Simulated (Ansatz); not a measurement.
BaTe (rock salt, Fm-3m), LDA (plane waves, PAW; program Ansatz), all energies at zero smearing, with the estimated change up to a 700 eV cutoff added, with one set of potentials and settings (totals compare only within such a set). Cell of 2 atoms (1 Ba, 1 Te): -12610.410 eV.

```csv
element,reference phase,E (eV/atom)
Ba,"Im-3m, 1 atoms in the cell",-5779.5825
Te,"P3_121, 3 atoms in the cell",-6827.2001
```

Formation energy per atom, worked out: (-12610.410 − 1×(-5779.5825) − 1×(-6827.2001))/2 = -1.814 eV/atom (-175 kJ per mol of atoms), at 0 K, without zero-point energy or fitted corrections.

Symmetry was held in the LDA relaxation; of distortions, only those at the zone centre were tested. The references are the lowest solids computed at this level, not always the standard phases. Spin–orbit coupling is left out wherever it is not named.

Potentials: the later of the program's two PAW sets.
